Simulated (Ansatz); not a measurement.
Na₃P:
```
CELL_PARAMETERS angstrom
      4.92451     0.00000     0.00000
     -2.46225     4.26475     0.00000
      0.00000     0.00000     8.77174
ATOMIC_POSITIONS crystal
  Na 0.00000 0.00000 0.25000
  Na 0.00000 0.00000 0.75000
  Na 0.33333 0.66667 0.57963
  Na 0.66667 0.33333 0.42037
  Na 0.66667 0.33333 0.07963
  Na 0.33333 0.66667 0.92037
  P  0.33333 0.66667 0.25000
  P  0.66667 0.33333 0.75000
```

Relaxed with PBEsol. Independent-particle spectrum: no excitons, no local fields, no scissors shift; 0.1 eV broadening; ε₁ of the summed bands alone.

Tabulate the dielectric function from DFT-PBEsol in the program Ansatz with PAW potentials.



```
E (eV)  ε₁ xx  ε₂ xx  ε₁ zz  ε₂ zz
------  -----  -----  -----  -----
0.0      9.13   0.00   9.17   0.00
0.3      9.59   0.02   9.38   0.00
0.6      9.96   1.85  10.38   0.27
0.9      9.07   2.29  10.57   1.91
1.2      8.88   2.37  10.34   2.64
1.5      9.19   2.46  10.55   3.16
1.8     10.35   2.68  11.50   3.74
2.1     12.44   6.22  15.85   6.09
2.4     10.97  10.69   9.33  18.22
2.7      5.52  11.42   1.39  13.90
3.0      1.56  10.73  -2.56   8.75
3.3      0.44   6.10   0.20   4.56
3.6      3.46   5.37   3.56   6.91
3.9      3.63   8.15   0.33   7.96
4.2      1.99   9.95   0.08   5.45
4.5     -1.02   7.62   1.03   6.06
4.8      0.33   6.67  -0.49   6.20
5.1     -2.16   8.22  -2.00   8.02
5.4     -4.10   5.51  -2.70   4.22
5.7     -3.49   3.38  -2.17   3.79
6.0     -2.80   2.71  -2.85   3.33
6.3     -2.25   2.36  -2.51   2.16
6.6     -2.52   1.92  -2.21   1.62
6.9     -1.91   1.20  -1.68   1.08
7.2     -1.43   1.10  -1.15   0.91
7.5     -1.27   1.06  -0.86   0.86
7.8     -1.19   0.82  -0.67   0.94
8.1     -0.87   0.66  -0.60   0.78
8.4     -0.71   0.57  -0.46   0.79
8.7     -0.52   0.50  -0.19   0.76
9.0     -0.41   0.48  -0.29   0.88
9.3     -0.22   0.41  -0.32   0.73
9.6     -0.11   0.49  -0.13   0.59
9.9     -0.11   0.51  -0.11   0.67
10.2    -0.12   0.48  -0.10   0.66
10.5    -0.05   0.36  -0.08   0.55
10.8     0.08   0.31  -0.04   0.50
11.1     0.20   0.44  -0.07   0.58
11.4     0.07   0.41  -0.08   0.39
11.7     0.13   0.32  -0.03   0.31
12.0     0.20   0.32   0.07   0.23
```

From ε at 0.7 eV (xx: 9.54 + 2.12i), find n, k, the normal reflectivity and the absorption coefficient.

n = 3.11, k = 0.341, R = 27 %, α = 2kE/ħc = 24000 cm⁻¹.

With all bands, ε∞ without local fields is 9.19 (xx = yy), 9.23 (zz).

Space group P6_3/mmc. The workflow started from a Materials Project entry (that database holds measured and hypothetical structures alike); the Crystallography Open Database files this formula in space group No. 194, but the cells were not matched. Its standing as an ambient phase is unchecked. The cell was relaxed with PBEsol under the symmetry of its start; whether a distortion lowers the energy is not shown.

Potentials: the later of the program's two PAW sets.
